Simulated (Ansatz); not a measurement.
A plane-wave DFT run in Ansatz 0.2.0 (scalar-relativistic PAW potentials unless the input names others): input and command.

```yaml
crystal:
  lattice:
    - [3.3315451709, 0.0, 0.0]
    - [0.0, 3.3315451709, 0.0]
    - [1.6657725854, 1.6657725854, 2.3557581822]
  atoms:
    - { symbol: Zr, position: [0.5, 0.5, 0.0] }
    - { symbol: C, position: [0.0, 0.0, 0.0] }
kpoints:
  mp_grid: { grid: [10, 10, 15], shift: [0.5, 0.5, 0.5] }
hamiltonian:
  xc: pbesol
scf:
  occupations: { method: gaussian, width: 0.1 }
output:
  forces: true
  eigenvalues: true
  stress: true
```

```bash
ansatz run input.yaml --threads 2 --pin off --max-ram 6144MiB --backend cpu --events-out ev --progress --plain --runs-dir out
```

Abridged log:
```
Warning: crystal.symmetry: narrowed to the stabiliser of the k-point mesh — unitary ops 48 → 4; excluded 44 operations that carry a point of the 10×10×15 mesh (shift [0.5, 0.5, 0.5]) off the mesh (the run samples exactly the mesh kpoints.mp_grid names, as under crystal.symmetry.detect: false, and its converged state has the mesh's symmetry, not the crystal's; ε∞, the Born charges and the force constants of a linear response (`dielectric:` by the response, `phonons.method: dfpt`) are averaged over those of the crystal's operations that the state keeps within a tolerance, where `mesh_tensors`, ` ...
Basis set: ecut = 420 eV, 531 PW (Γ), exchange–correlation on 48×48×48 points (8 copies of the dense FFT grid, shifted against one another)
Bands: 12, of which v1, the nominal top of the filled ones, is band 8 counted from 1 (7 counted from 0)
Symmetry: 4 space group operations
k-points: 415 of 1500
SCF iter   1: F=—  HF=-4377.166533 eV  |F-HF|=—  |Δ(HF+E_count)|=         —  Δρ=8.61e-3  dr2=2.47e-2  ethr=1.77e-3  ⟨swp⟩=5.0  Hψ=25025  notcnv=0
SCF iter   2: F=—  HF=-4377.162703 eV  |F-HF|=—  |Δ(HF+E_count)|=   3.83e-3  Δρ=5.33e-3  dr2=1.01e-2  ethr=1.54e-4  ⟨swp⟩=1.0  Hψ=8300  notcnv=0
SCF iter   3: F=—  HF=-4377.160471 eV  |F-HF|=—  |Δ(HF+E_count)|=   2.23e-3  Δρ=6.58e-4  dr2=5.64e-5  ethr=6.32e-5  ⟨swp⟩=2.0  Hψ=6442  notcnv=0
SCF iter   4: F=—  HF=-4377.160450 eV  |F-HF|=—  |Δ(HF+E_count)|=   2.11e-5  Δρ=1.57e-4  dr2=2.50e-6  ethr=3.53e-7  ⟨swp⟩=2.0  Hψ=8138  notcnv=0
SCF iter   5: F=—  HF=-4377.160451 eV  |F-HF|=—  |Δ(HF+E_count)|=   4.78e-7  Δρ=2.54e-5  dr2=1.01e-7  ethr=1.56e-8  ⟨swp⟩=2.9  Hψ=8201  notcnv=0
SCF iter   6: F=-4377.160450 eV  HF=-4377.160450 eV  |F-HF|=1.27e-10  |Δ(HF+E_count)|=   4.27e-8  Δρ=1.58e-6  dr2=3.02e-10  ethr=6.25e-10  ⟨swp⟩=4.2  Hψ=16357  notcnv=0
the search or the solves at the SCF's close seem to have found levels that the self-consistency loop had missed (the run counts 1). By its estimate they hold under 1e-12 electrons; where the run keeps them, the occupations were computed again with them
SCF 1 converged in 6 iterations: F = -4377.160450 eV  dr2 = 3.02e-10
SCF converged after 6 iterations
Free energy (F): -4377.160450 eV
Harris-Foulkes:  -4377.160450 eV  (|F-HF|=1.27e-10)
Internal energy: -4377.158931 eV  (E = F + TS)
E sigma→0 (E₀):  -4377.159691 eV
Entropy (-TS):   -0.001520 eV (-0.760 meV/atom)
Fermi energy:    14.668206 eV
--- Forces (eV/Å), atoms counted from 1 ---
  atom   1  Zr     0.00000000     0.00000000     0.00000000
  atom   2  C      0.00000000     0.00000000     0.00000000
--- Stress (GPa, compression-positive) ---
       -6.167272       0.028330       0.010545
        0.028330      -6.167272       0.010545
        0.010545       0.010545      -5.937267
  P = ⅓ Tr σ = -6.0906 GPa (-60.906 kbar)
```

Apart from outputs and empty bands, the input differs from a reference run on usual settings in hamiltonian.xc: "r2scan" → "pbesol"; kpoints.mp_grid.shift: not typed → [0.5, 0.5, 0.5]; basis.ecutwfc: 500 → not typed. The reference, at the same geometry, gave pressure -0.01 GPa, largest force 0.000 eV/Å, no gap on the mesh. This run converged in 6 SCF iterations (reference: 7) with a total energy on another zero, pressure -6.09 GPa, largest force 0.000 eV/Å, no gap on the mesh.